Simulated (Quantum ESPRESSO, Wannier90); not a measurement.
**WS₂ (P6₃/mmc, 2Hc stacking as in molybdenite), plane waves to Wannier functions**

```
begin unit_cell_cart
ang
    3.1842198219    0.0000000000    0.0000000000
   -1.5921099110    2.7576152570    0.0000000000
    0.0000000000    0.0000000000   12.9782800000
end unit_cell_cart
begin atoms_frac
W    0.3333333333 -0.3333333333  0.2500000000
W   -0.3333333333  0.3333333333 -0.2500000000
S    0.3333333333 -0.3333333333 -0.3702000000
S   -0.3333333333  0.3333333333  0.3702000000
S   -0.3333333333  0.3333333333  0.1298000000
S    0.3333333333 -0.3333333333 -0.1298000000
end atoms_frac
```

Cell from Materials Project (mp-224), symmetrised, no further relaxation. COD (Crystallography Open Database) has the formula in 2 space groups, this one among them (matched by group alone). Computed values, not measurements, from PBEsol: Quantum ESPRESSO (norm-conserving PseudoDojo potentials, cutoff 60 Ry, no spin polarisation, no spin-orbit coupling) on a Γ-centred 6×6×4 mesh, then Wannier90. Density: 12×12×4 mesh, cold smearing 0.01 Ry. The cell is built of weakly bound layers, chains or molecules, whose nearest atoms lie 3.84 Å apart. Database cells relaxed without dispersion often hold them too far apart, which can enlarge gaps and weakens couplings between them; spacing and stacking were not compared with the measured crystal. Spin-orbit coupling is left out although heavy elements are present.

A tight-binding model is made by disentanglement and projection with no localisation steps (num_iter = 0), so the 22 orbitals stay atom-like: hydrogen-like W: d; S: p, axes along x, y, z; frozen window up to 2.69 eV relative to the valence-band maximum. It follows pw.x to 11 meV rms for states up to 2.2 eV relative to the valence-band maximum. Matrix elements depend on this choice of orbitals and windows.

Question: What are the on-site energies relative to the valence-band maximum, and how fast do the hoppings decay?

Answer: 
| atom | orbitals | energy (eV) |
|---|---|---|
| W1 | dz2 | -0.66 |
| W1 | dxz dyz | 0.61 |
| W1 | dx2-y2 dxy | -0.52 |
| W2 | dz2 | -0.66 |
| W2 | dxz dyz | 0.61 |
| W2 | dx2-y2 dxy | -0.52 |
| S3 | pz | -2.52 |
| S3 | px py | -2.31 |
| S4 | pz | -2.52 |
| S4 | px py | -2.31 |
| S5 | pz | -2.52 |
| S5 | px py | -2.31 |
| S6 | pz | -2.52 |
| S6 | px py | -2.31 |

```tsv
distance of the centres (Å)	largest modulus (eV)
2–3	1.7
3–4	1.2
4–5	0.16
5–6	0.090
6–7	0.073
7–8	0.019
```
